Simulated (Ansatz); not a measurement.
Values for one crystal, relaxed and computed with r²SCAN (plane waves, PAW; program Ansatz); other levels are named.

| Property | Result |
|---|---|
| Volume per atom | 12.35 Å³ |
| Band gap | 2.21 eV (direct) |
| Hole effective mass with spin–orbit coupling, band 2 of 2 at the edge | 0.81 along [100], 0.90 along [110], 0.95 along [111] (mₑ) |
| HSE06 gap on the r²SCAN cell | 3.27 eV |
| Mechanical stability | stable (all eigenvalues of C positive) |
| Young's modulus | 297 GPa |
| Gap with spin–orbit coupling | 2.20 eV |

Q: Which compound is it?
(A) Ta2O5, I4/mmm (Ta on 4e, O on 2a, O on 8f)
(B) ZrO2, P4_2/nmc (Zr on 2a, O on 4d)
(C) BaSrTi2O6, Fm-3m (Sr on 4a, Ti on 8c, O on 24d, Ba on 4b)
(D) BPO4, I-4 (B on 2d, P on 2a, O on 8g)

A: C, BaSrTi2O6, Fm-3m (Sr on 4a, Ti on 8c, O on 24d, Ba on 4b)

The start of the workflow was typed in or built on a structure type; neither database checked (COD, Materials Project) lists it. Its standing as an ambient phase is unchecked. The cell was relaxed with r²SCAN under the symmetry of its start; whether a distortion lowers the energy is not shown. The workflow began spin-polarised and lost its moments. Scalar-relativistic: spin–orbit coupling is off unless named, which matters more the heavier the elements.

Potentials: the later of the program's two PAW sets.
